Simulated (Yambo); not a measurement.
Yambo run on KCaF₃ (cubic perovskite, space group Pm-3m, No. 221). The wavefunctions are PBEsol (Quantum ESPRESSO, PseudoDojo norm-conserving, 84 Ry, without SOC) ones on a 4×4×4 mesh (20 occupied bands); a = b = c = 4.4817 Å, α = β = γ = 90.00°.

Yambo input:

```
rim_cut
HF_and_locXC
RandQpts= 1000000
RandGvec= 1 Ry
EXXRLvcs= 84 Ry
VXCRLvcs= 336 Ry
% QPkrange
 1 | 1 | 20 | 21 |
 3 | 3 | 20 | 21 |
 6 | 6 | 20 | 21 |
 10 | 10 | 20 | 21 |
%
```

k points by index: 1 = Γ, 3 = X, 6 = M, 10 = R.

Resulting energies as the program prints them:

```
#    K-point    Band    Eo [eV]    Ehf [eV]    Vxc [eV]    Vnlxc [eV]
#
    1    20    -0.181752    -7.970939    -22.25050    -30.03969
    1    21    6.056064    10.14549    -8.087450    -3.998021
    3    20    -0.249388    -8.057865    -22.09223    -29.90071
    3    21    8.138863    12.44053    -9.923630    -5.621965
    6    20    -0.009763    -7.852667    -22.05613    -29.89904
    6    21    9.098685    14.40344    -13.35238    -8.047629
    10    20    0.000000    -7.847380    -22.09159    -29.93897
    10    21    9.664263    14.97877    -9.946423    -4.631921
```
Exchange alone, without screening.

Geometry of the Materials Project entry, not relaxed at this level.

The structure is a Materials Project entry; no match was found in the copy of COD used, and its stability was not checked.
